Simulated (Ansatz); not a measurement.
**Calculated N-14 nuclear quadrupole resonance for ZnPtC6N6**

Cell: a COD entry, its atoms then relaxed with PBE in this cell.

Space group Fm-3m (No. 225); a = 10.5241 Å.

| site | Wyckoff | site symmetry | x | y | z |
| --- | --- | --- | --- | --- | --- |
| Zn | 4b | m-3m | 0.5000 | 0.5000 | 0.5000 |
| Pt | 4a | m-3m | 0.0000 | 0.0000 | 0.0000 |
| C | 24e | 4m.m | 0.5000 | 0.5000 | 0.1902 |
| N | 24e | 4m.m | 0.5000 | 0.5000 | 0.3001 |

One atom of each set is listed; the run and its k-mesh use a cell of 14 atoms with edges of 7.44, 7.44, 7.44 Å.

Method: Kohn–Sham DFT in Ansatz, r2SCAN, plane waves and PAW, scalar-relativistic, 500 eV cutoff, Γ-centred 5×5×5 k-points, Fermi–Dirac smearing 0.05 eV.

N-14: I = 1, Q = 20.44 mb (year-2017 value). Static lattice, zero field.

Task: Predict the zero-field N-14 lines of each site.

Result: For I = 1 the lines are ν± = (3/4)|C_Q|(1 ± η/3) and ν₀ = |C_Q|η/2.

```csv
site,atoms,V_zz (10²¹ V/m²),C_Q (MHz),η,line frequencies (MHz)
N,6,-6.09,-3.01,0.00,2.26
```

An axis of threefold or higher order runs through N, so V_zz lies along it and η is zero.

The largest force is 0.8 eV/Å, so the atoms aren't at the calculated equilibrium and relaxing them would move these values. The database entry as given showed forces above 3 eV/Å or a pressure above 30 GPa, though relaxing it moves no atom far.
